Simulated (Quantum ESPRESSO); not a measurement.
# Kohn-Sham bands of PbS (Cmcm)

```
PbS
1.0
    4.15991     0.00000     0.00000
    0.00000     0.00000    -4.27932
   -2.07995     5.99130     0.00000
Pb S
2 2
Direct
  0.13056   0.25000   0.26112
  0.86944   0.75000   0.73888
  0.35480   0.25000   0.70960
  0.64520   0.75000   0.29040
```

Materials Project entry mp-1018115; symmetrised, unrelaxed at this level. Not found in the COD (Crystallography Open Database) copy used, which has the formula in other groups; not checked further. Level: PBEsol, spinors with spin-orbit coupling; pw.x of Quantum ESPRESSO at 45 Ry with PseudoDojo potentials, 6×6×6 k-points, Wannier90. Density: 8×8×8 mesh, Gaussian smearing 0.01 Ry.

Energies are relative to the valence-band maximum; weights are on the orthonormalised atomic waves of the pseudopotential files, averaged over the group. 40 electrons a cell are treated as valence.

```
bands  from (eV)  to (eV)  filling  weight on atomic waves
-----  ---------  -------  -------  ----------------------
1–8       -17.62   -17.59   filled              (withheld)
9–20      -15.15   -14.97   filled              (withheld)
21–24     -13.04   -11.22   filled              (withheld)
25–28      -8.37    -5.61   filled              (withheld)
29–40      -4.55    -0.01   filled              (withheld)
```

Q: Which atomic shells make up each group?

A: 
- 1–8, weight on atomic waves: Pb 5d 100 %
- 9–20, weight on atomic waves: Pb 5d 99 %
- 21–24, weight on atomic waves: S 3s 75 %, Pb 6p 14 %, Pb 6s 7 %
- 25–28, weight on atomic waves: Pb 6s 70 %, S 3p 18 %, S 3s 9 %
- 29–40, weight on atomic waves: S 3p 70 %, Pb 6p 22 %, Pb 6s 6 %

The Kohn-Sham gap over both meshes and the path is 0.74 eV.
